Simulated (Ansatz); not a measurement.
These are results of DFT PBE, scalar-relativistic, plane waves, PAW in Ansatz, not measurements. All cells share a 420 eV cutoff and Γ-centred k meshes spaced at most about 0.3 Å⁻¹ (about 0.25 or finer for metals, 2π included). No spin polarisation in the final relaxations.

All energies are static (0 K, no zero-point motion). All come from trial cells, and lower structures may exist.

Question: Which of these relaxed structures of B₃N₂Cl is the lowest in energy?
1.

Space group P4mm (No. 99). a = 3.494 Å, b = 3.494 Å, c = 5.541 Å, α = 90.00°, β = 90.00°, γ = 90.00°
```csv
atom,site,symmetry,x,y,z
B,2c,2mm.,0.0000,0.5000,0.8627
B,1a,4mm,0.0000,0.0000,0.6186
N,2c,2mm.,0.0000,0.5000,0.6172
Cl,1b,4mm,0.5000,0.5000,0.0473
```

2.

Space group P-4m2 (No. 115). a = 2.633 Å, b = 2.633 Å, c = 6.873 Å, α = 90.00°, β = 90.00°, γ = 90.00°
```json
{"atom": "B", "site": "2e", "symmetry": "2mm.", "x": "0.0000", "y": "0.0000", "z": "0.2540"}
{"atom": "B", "site": "1b", "symmetry": "-4m2", "x": "0.5000", "y": "0.5000", "z": "0.0000"}
{"atom": "N", "site": "2g", "symmetry": "2mm.", "x": "0.5000", "y": "0.0000", "z": "0.1320"}
{"atom": "Cl", "site": "1c", "symmetry": "-4m2", "x": "0.5000", "y": "0.5000", "z": "0.5000"}
```

3.

Space group P4/mmm (No. 123). a = 2.395 Å, b = 2.395 Å, c = 12.518 Å, α = 90.00°, β = 90.00°, γ = 90.00°
```json
{"atom": "B", "site": "2h", "symmetry": "4mm", "x": "0.5000", "y": "0.5000", "z": "0.3600"}
{"atom": "B", "site": "1d", "symmetry": "4/mmm", "x": "0.5000", "y": "0.5000", "z": "0.5000"}
{"atom": "N", "site": "2g", "symmetry": "4mm", "x": "0.0000", "y": "0.0000", "z": "0.3425"}
{"atom": "Cl", "site": "1a", "symmetry": "4/mmm", "x": "0.0000", "y": "0.0000", "z": "0.0000"}
```

Answer: 2. It has space group P-4m2 (No. 115); the next, 3, with space group P4/mmm (No. 123), lies 0.84 eV/atom higher. Counting B or N atoms around Cl (for each partner element, those within 1.25 times its shortest distance or 1.15 times the sum of covalent radii, where it is the nearest in units of that sum or under 1.3; a plus sign parts groups by distance over the sum of covalent radii; the shortest distance is added where it exceeds 1.18 times the sum of covalent radii), the lowest has Cl 8 from 2.5 Å and the next has Cl 2+8 from 4.3 Å. The next holds B–B units of three or more atoms (shortest 1.75 Å); in the lowest the shortest B–B distance is 2.55 Å. Even the lowest lies +0.23 eV/atom against the elements.

Weakly bound directions are ill-defined at this level, which has no dispersion term (P4/mmm, P4mm), and this can change margins and order among such cells. A magnetic state wasn't ruled out in cells without spin, among them P4mm. Cells relaxed within their symmetry can be saddle points. Some types were kept out of the candidates beforehand, so the set may lack a known form.
